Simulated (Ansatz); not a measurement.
This run works on a generated trial structure, not on a known crystal.

Input and command of a plane-wave DFT calculation in Ansatz:

```yaml
crystal:
  lattice:
    - [8.8977583612, -1.8009657061, 0.0611033916]
    - [8.8977583612, 1.8009657061, 0.0611033916]
    - [-1.0326840584, 0.0, 4.9765432887]
  atoms:
    - { symbol: Be, position: [0.9736670824, 0.9736670824, 0.4608799595] }
    - { symbol: Sn, position: [0.3580975697, 0.3580975697, 0.7916667907] }
    - { symbol: Sn, position: [0.6655771076, 0.6655771076, 0.3805880736] }
    - { symbol: S, position: [0.5272260394, 0.5272260394, 0.5020276449] }
    - { symbol: S, position: [0.8593688194, 0.8593688194, 0.4234831295] }
    - { symbol: S, position: [0.2100928966, 0.2100928966, 0.7399361517] }
basis:
  ecutwfc: 420
kpoints:
  mp_grid: { grid: [8, 8, 6] }
hamiltonian:
  xc: pbe
scf:
  occupations: { method: gaussian, width: 0.02 }
output:
  forces: true
  stress: true
  eigenvalues: true
relax:
  adjacent_minimum: "off"
  f_tol: 0.01
  max_steps: 30
  cell: { stress_tol: 0.1, fix: [volume] }
```

```bash
ansatz run input.yaml --threads 1 --pin off --max-ram 2560MiB --backend cpu --events-out ev --progress --plain --runs-dir out
```

Processor: Intel(R) Xeon(R) Platinum 8559C (Emerald Rapids), 1 thread, on a host shared with other jobs.

How long does it run, and how much memory does it take?

About 3.3 min, peak memory 0.75 GiB. It solves 30 bands at 114 k points (after reduction by symmetry) with about 3113 plane waves, in 43 SCF iterations over 7 ionic steps.
